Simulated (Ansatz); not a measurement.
TiRh3:
```
TiRh3
1.0
    3.82063     0.00000     0.00000
    0.00000     3.82063     0.00000
    0.00000     0.00000     3.82063
Ti Rh
1 3
Direct
  0.00000   0.00000   0.00000
  0.00000   0.50000   0.50000
  0.50000   0.00000   0.50000
  0.50000   0.50000   0.00000
```

Relaxed with r²SCAN.

**Question.** Which orbitals make up the states near the Fermi level in plane-wave PAW r²SCAN (Ansatz code)?

**Answer.** Within 0.5 eV of the Fermi level: Rh 4d 66 %, Ti 3d 19 %, Ti 4s 6 %. Projections are on Löwdin-orthogonalised atomic valence shells; empty p or d shells of many metals are not among them.

**Question.** Tabulate the density of states.

**Answer.** States/eV per cell of 4 atoms, in 0.25 eV bins, energy from the Fermi level.

| E (eV) | total | Rh 4d | Ti 3d | Rh 5s |
|---|---|---|---|---|
| -7.80 | 0.00 | 0.00 | 0.00 | 0.00 |
| -7.55 | 0.06 | 0.00 | 0.00 | 0.03 |
| -7.30 | 0.14 | 0.00 | 0.00 | 0.09 |
| -7.05 | 0.20 | 0.00 | 0.00 | 0.13 |
| -6.80 | 0.26 | 0.00 | 0.00 | 0.16 |
| -6.55 | 0.32 | 0.01 | 0.00 | 0.20 |
| -6.30 | 0.40 | 0.02 | 0.00 | 0.25 |
| -6.05 | 0.52 | 0.07 | 0.00 | 0.30 |
| -5.80 | 0.87 | 0.32 | 0.01 | 0.38 |
| -5.55 | 1.88 | 1.03 | 0.08 | 0.55 |
| -5.30 | 4.36 | 2.90 | 0.33 | 0.86 |
| -5.05 | 5.67 | 4.28 | 0.45 | 0.67 |
| -4.80 | 7.70 | 5.86 | 0.59 | 0.69 |
| -4.55 | 7.60 | 6.08 | 0.61 | 0.58 |
| -4.30 | 6.04 | 5.05 | 0.45 | 0.36 |
| -4.05 | 5.51 | 4.79 | 0.39 | 0.20 |
| -3.80 | 4.11 | 3.67 | 0.25 | 0.09 |
| -3.55 | 4.54 | 3.99 | 0.30 | 0.12 |
| -3.30 | 5.02 | 4.38 | 0.36 | 0.15 |
| -3.05 | 5.07 | 4.41 | 0.33 | 0.18 |
| -2.80 | 5.30 | 4.56 | 0.31 | 0.26 |
| -2.55 | 5.04 | 4.26 | 0.28 | 0.33 |
| -2.30 | 4.90 | 4.11 | 0.33 | 0.31 |
| -2.05 | 8.13 | 6.93 | 0.81 | 0.25 |
| -1.80 | 6.36 | 5.14 | 0.81 | 0.29 |
| -1.55 | 5.58 | 4.45 | 0.67 | 0.34 |
| -1.30 | 6.29 | 5.18 | 0.71 | 0.25 |
| -1.05 | 7.17 | 6.15 | 0.65 | 0.19 |
| -0.80 | 4.03 | 3.34 | 0.38 | 0.13 |
| -0.55 | 3.74 | 2.95 | 0.42 | 0.13 |
| -0.30 | 4.33 | 2.96 | 0.73 | 0.20 |
| -0.05 | 3.84 | 2.18 | 0.96 | 0.18 |
| 0.20 | 2.39 | 1.53 | 0.46 | 0.12 |
| 0.45 | 2.19 | 1.61 | 0.31 | 0.08 |
| 0.70 | 2.85 | 2.42 | 0.26 | 0.05 |
| 0.95 | 2.20 | 1.87 | 0.22 | 0.03 |
| 1.20 | 1.04 | 0.78 | 0.20 | 0.02 |
| 1.45 | 1.35 | 0.45 | 0.79 | 0.05 |
| 1.70 | 8.22 | 1.83 | 6.02 | 0.17 |
| 1.95 | 7.25 | 1.75 | 4.95 | 0.22 |
| 2.20 | 5.06 | 1.35 | 3.43 | 0.16 |
| 2.45 | 6.39 | 1.98 | 3.92 | 0.33 |
| 2.70 | 3.61 | 1.05 | 2.12 | 0.30 |
| 2.95 | 2.66 | 0.66 | 1.45 | 0.35 |

Space group Pm-3m (Cu3Au type). The workflow started from an entry of the Crystallography Open Database (COD). Whether it is the stable phase at ambient conditions was not checked. Symmetry was held in the r²SCAN relaxation; its stability against distortions is not shown here. No spin polarisation was allowed. Spin–orbit coupling is left out wherever it is not named.

Potentials: the later of the program's two PAW sets.
